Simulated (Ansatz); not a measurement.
Os (diamond, space group No. 227) under volume change, r²SCAN (plane waves, PAW; program Ansatz), scaled uniformly.

```
V (Å³/atom)  E − E(relaxed) (meV/atom)     P (GPa)
-----------  -------------------------  ----------
19.114                           139.8       25.83
19.744                      (withheld)  (withheld)
20.374                            13.8        7.23
21.004                             0.0        0.00
21.634                            12.4       -6.12
22.264                      (withheld)  (withheld)
22.895                           100.2      -15.67
```

### Question
What belongs in the gaps?

### Answer

- 19.744, E − E(relaxed) (meV/atom): 58.6
- 19.744, P (GPa): 15.76
- 22.264, E − E(relaxed) (meV/atom): 46.9
- 22.264, P (GPa): -11.30

### Question
What does a third-order Birch–Murnaghan fit give for V₀, B₀ and B′?

### Answer
V₀ = 21.00 Å³/atom, B₀ = 221 GPa, B′ = 4.5.

Space group Fd-3m (diamond). The start of the workflow was typed in or built on a structure type; neither database checked (COD, Materials Project) lists it. It is not the phase usual at ambient conditions (space group No. 194). The r²SCAN relaxation kept the symmetry of its start; its stability against distortions is not shown here. No spin polarisation was allowed. Spin–orbit coupling is left out wherever it is not named.

Potentials: the earlier of the program's two PAW sets.
